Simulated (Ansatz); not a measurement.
## XPS core lines in TlSb4F13

Cell: a structure deposited in the COD, ions relaxed with PBE at fixed cell; a hole's nearest image is 6.6 Å away.

Space group I4/m (No. 87); a = 9.6370, c = 6.5840 Å.

```
site  Wyckoff  site symmetry       x       y       z
 Tl1       2b          4/m..  0.0000  0.0000  0.5000
 Sb2       8h            m..  0.2775  0.9934  0.0000
  F6       2a          4/m..  0.0000  0.0000  0.0000
  F7       8h            m..  0.3772  0.9390  0.5000
 F11      16i              1  0.1129  0.7909  0.7789
```

One atom of each set is listed; the run and its k-mesh use a cell of 18 atoms with edges of 7.57, 7.57, 7.57 Å.

Level of theory: DFT, PBE, plane waves and PAW, scalar-relativistic, 420 eV cutoff, Γ-centred 4×4×4 k-points, fixed occupations (Ansatz 0.2.0).

Each value is a total-energy difference between the cell with one core hole and the ground state (ΔSCF), the electron removed. The valence electrons get no spin in the cell with the hole, so they can't polarise against the unpaired core electron; that puts absolute values high, by some tenths of an eV and in some cases by about 1 eV. These are bare differences without image correction or alignment, so only shifts between sites of one element carry meaning.

Ground-state potentials at the F nuclei, against atom 6:

```csv
atom,first shell,ΔV (V)
7,1 Sb at 1.99 Å,0.88
6,4 Sb at 2.67 Å; also 2 Tl at 3.29 Å,0.00
11,"1 Sb at 1.97 Å; also 1 Sb at 2.91 Å, 1 Tl at 2.93 Å",1.12
```

(1) The potential gives the initial-state shift. What are the full F 1s shifts against atom 6, with the screening of the hole?

Shifts between sites are good to a few tenths of an eV; absolute PBE values can be off by an eV or more, and the 3d and 4f lines of heavy atoms by several eV. Multiplets, satellites and widths aren't calculated.

Hardware: 1 thread of Arm Neoverse V2 (aarch64; 8 cores open to the job, memory cap 3.0 GiB, no GPU), a shared host with a load of 0.5 a core. Wall time 7.5 min, CPU time 7.5 min, peak memory 1 GiB.

## Answers

(1) atom 7: 1.31 eV (final-state part 0.43 eV); atom 11: 1.51 eV (final-state part 0.39 eV).
